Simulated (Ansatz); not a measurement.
NbSi2 (fluorite, space group No. 225) at seven volumes, DFT-PBE in the program Ansatz with PAW potentials, scaled uniformly. One row is withheld.

| V (Å³/atom) | P (GPa) |
|---|---|
| 16.761 | 12.12 |
| 17.314 | 7.48 |
| 17.867 | 3.57 |
| 18.419 | -0.01 |
| 18.972 | -3.10 |
| 19.524 | -5.67 |
| 20.077 | ? |

**Question.** Fit the shown pressures and predict the withheld one.

**Answer.** P = (3/2)B₀(x^(7/2) − x^(5/2))[1 + (3/4)(B′ − 4)(x − 1)] with x = (V₀/V)^(2/3). Least squares on the six rows gives V₀ = 18.420 Å³/atom, B₀ = 109 GPa, B′ = 3.54. At V = 20.077, x = 0.9442 and P = -8.06 GPa. The run itself gave -7.82 GPa.

Space group Fm-3m (fluorite). A made-up cell: these elements were put on the sites of a structure type; neither database checked (COD, Materials Project) lists it. COD files the formula under space group No. 180, 181, so this cell is another polymorph or a model. Whether it is the stable phase at ambient conditions was not checked. Symmetry was held in the PBE relaxation. At this level the phase is mechanically unstable. The run is not spin-polarised.

Potentials: the later of the program's two PAW sets.
